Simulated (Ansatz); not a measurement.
TiOs, DFT, PBEsol, PAW with Ansatz's default frozen-core files, scalar-relativistic (Ansatz 0.2.0), run on 1 thread of Intel(R) Xeon(R) Platinum 8488C (Sapphire Rapids) on a shared host.

The cell comes from COD entry 1537945, which wasn't checked; take it as a given geometry. The listed cell was then made from it by scaling, straining or moving an atom.

Command: `ansatz run input.yaml --threads 1 --pin off --max-ram 3072MiB --backend cpu --events-out ev --progress --plain --runs-dir out`

```yaml
crystal:
  lattice:
    - [3.08, 0.0, 0.0]
    - [0.0, 3.08, 0.0]
    - [0.0, 0.0, 3.1108]
  atoms:
    - { symbol: Ti, position: [0.5, 0.5, 0.5] }
    - { symbol: Os, position: [0.0, 0.0, 0.0] }
kpoints:
  mp_grid: { grid: [13, 13, 13] }
scf:
  occupations: { method: fermi_dirac, width: 0.03 }
hamiltonian:
  xc: pbesol
  pseudopotentials: { kind: paw }
output:
  forces: true
  stress: true
  eigenvalues: true
  efg: { contact_densities: true }
  write_density: true
  write_potential: true
  elf: true
  volumetric_format: npy
```

(1) How large is the problem that the program sets up?

(2) Estimate the wall time and the peak memory.

(3) And the same cell and mesh by all-electron PAW (datasets made for this crystal), asked for forces, stress, eigenvalues, efg, on the same hardware?

Results:

(1) 196 irreducible k-points, 587 plane waves at Γ, 18 bands.

(2) 6.6 s of wall time for 6 SCF iterations, with a peak of 0.51 GiB. Times on shared machines scatter by tens of per cent.

(3) 40 s, peak memory 1.1 GiB.
